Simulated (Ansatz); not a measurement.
NbN (space group P6_3/mmc)

```yaml
crystal:
  lattice:
    - [2.94710, 0.00000, 0.00000]
    - [-1.47355, 2.55227, 0.00000]
    - [0.00000, 0.00000, 11.08981]
  atoms:
    - { symbol: Nb, position: [0.66667, 0.33333, 0.87820] }
    - { symbol: Nb, position: [0.33333, 0.66667, 0.12180] }
    - { symbol: Nb, position: [0.33333, 0.66667, 0.37820] }
    - { symbol: Nb, position: [0.66667, 0.33333, 0.62180] }
    - { symbol: N, position: [0.00000, 0.00000, 0.00000] }
    - { symbol: N, position: [0.00000, 0.00000, 0.50000] }
    - { symbol: N, position: [0.66667, 0.33333, 0.25000] }
    - { symbol: N, position: [0.33333, 0.66667, 0.75000] }
```

The slice is a (0001) plane (indices of the conventional cell) through the point (0.000, 0.000, 0.000) (fractional), spanned by u = [110] and v = [1 -1 0] in vectors of this cell: u (2.95 Å) and v (5.10 Å, at 90° to u). It covers one period; positions are fractions (u, v).

All values below come from LDA (plane waves to 420 eV, PAW, scalar-relativistic; Ansatz, an electronic-structure program). k mesh 18×18×5. These are valence fields of a PAW run, semicore shells included where kept as valence: close to a nucleus they are smooth pseudo fields. NbN is run without spin polarisation. NbN was relaxed with its symmetry unable to fall.

Task: Predict the map of the valence electron density on the slice.

Result: 
```
|99999988664433110000000011334466889999|
|99998877664422110000000011224466778899|
|88887766553322110000000011223355667788|
|66665544332211000000000000112233445566|
|44444433221111000000000000111122334444|
|33332222110000000000000000000011222233|
|11111111000000000000000000000000111111|
|00000000000000000000000000000000000000|
|00000000000000111111111111000000000000|
|00000000001111222233332222111100000000|
|00000000112233334444444433332211000000|
|00000011223344556666666655443322110000|
|00000011224455778888888877554422110000|
|00001122335566889999999988665533221100|
|00001122445577999999999999775544221100|
|00001122446677999999999999776644221100|
|00001122445577999999999999775544221100|
|00001122335566889999999988665533221100|
|00000011224455778888888877554422110000|
|00000011223344556666666655443322110000|
|00000000112233334444444433332211000000|
|00000000001111222233332222111100000000|
|00000000000000111111111111000000000000|
|00000000000000000000000000000000000000|
|11111111000000000000000000000000111111|
|33332222110000000000000000000011222233|
|44444433221111000000000000111122334444|
|66665544332211000000000000112233445566|
|88887766553322110000000011223355667788|
|99998877664422110000000011224466778899|
|99999988664433110000000011334466889999|
|99999988665533110000000011335566889999|
```
Scale: ten equal steps from -0.70 (start of '0') to 0.56 (end of '9'), in the order '0123456789'. Values: log₁₀ of the valence density in e/Å³. The map has 19 points along u (two characters each, u = 0 at the left) and 32 along v (v = 0 in the bottom row). The scale is logarithmic, as a density can span decades between atoms and voids.
